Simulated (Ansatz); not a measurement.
The relaxed structure here is a generated cell of Ni: the first start was made by placing the elements on the sites of a structure type, and the end was not matched to a known phase here, so it may be hypothetical. Known forms of Ni include space group No. 225.

One stationary structure of Ni. Space group P6₃/mmc (No. 194), hcp (Mg type). Computed with PBEsol (plane waves to 420 eV, PAW, scalar-relativistic; Ansatz, an electronic-structure program).

```xyz
2
Lattice="2.4468 0.0000 0.0000 -1.2234 2.1190 0.0000 0.0000 0.0000 4.0174" Properties=species:S:1:pos:R:3 pbc="T T T"
Ni     0.0000     1.4127     3.0131
Ni     1.2234     0.7063     1.0044
```

**Question.** Estimate the magnetic moment that PBEsol returns for this input.

**Answer.** Net 0.63 μB/atom, ferromagnetic.

Spin state reached: ferromagnetic (net 0.63 μB/atom), from parallel starting moments; other spin orders were not run from this start.

The run could not lose the symmetry of its start, so the end can be a saddle point.

It was reached from a disturbed copy of a Im-3m (No. 229) cell (bcc (W type)), against which it lies -0.08 eV/atom.
